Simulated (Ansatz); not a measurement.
**Pb (hcp, Mg type): energy against volume**

Pb (hcp, Mg type)

```yaml
crystal:
  lattice:
    - [3.48574, 0.00000, 0.00000]
    - [-1.74287, 3.01874, 0.00000]
    - [0.00000, 0.00000, 5.75641]
  atoms:
    - { symbol: Pb, position: [0.33333, 0.66667, 0.25000] }
    - { symbol: Pb, position: [0.66667, 0.33333, 0.75000] }
```

The volume is varied about the relaxed value V₀ at fixed cell shape. Symmetry pins the atoms to their sites.

Calculation: r2SCAN+rVV10 (plane waves to 500 eV, PAW, scalar-relativistic; Ansatz, a program for electronic structure). k mesh 15×15×8 (Γ-centred), Fermi-Dirac smearing 0.05 eV. E stands for the smeared free energy. Stress and pressure are positive under compression. With the shape held, the modulus is that of even scaling; a crystal free to change shape is softer. Pb was relaxed with its symmetry unable to fall. Spin-orbit coupling is left out, though Pb is heavy. This is one of several known forms of Pb; the measured ambient cells at hand have space group No. 225. The zero of ΔE is the relaxed starting cell.

| V (Å³/atom) | ΔE (kJ/mol of atoms) | P (GPa) |
|---|---|---|
| 27.257 | 5.4 | 6.5 |
| 27.863 | 3.3 | 4.9 |
| 28.469 | 1.8 | 3.4 |
| 29.075 | 0.8 | 2.2 |
| 29.680 | 0.2 | 1.0 |
| 30.286 | 0.0 | 0.0 |
| 30.892 | 0.2 | -0.9 |
| 31.497 | 0.7 | -1.7 |
| 32.103 | 1.4 | -2.5 |
| 32.709 | 2.4 | -3.1 |
| 33.315 | 3.7 | -3.7 |

Summary:

| Property | Result |
|---|---|
| Pressure at the smallest volume | 6.5 GPa |
| Energy cost of the largest compression | 56 meV/atom |
| Energy cost of the largest expansion | 38 meV/atom |
| Bulk modulus at fixed cell shape B₀ (third-order Birch-Murnaghan fit) | 48.2 GPa |
| Pressure derivative B₀′ (fit) | 4.7 |
| Equilibrium volume of the fit | 30.29 Å³/atom |
| Pressure for 5 % compression (fit) | 2.8 GPa |

The 11 points together took very roughly 3 core-minutes.

(A scan under strain: stresses follow from slopes of the energy per volume, elastic moduli from its curvatures.)
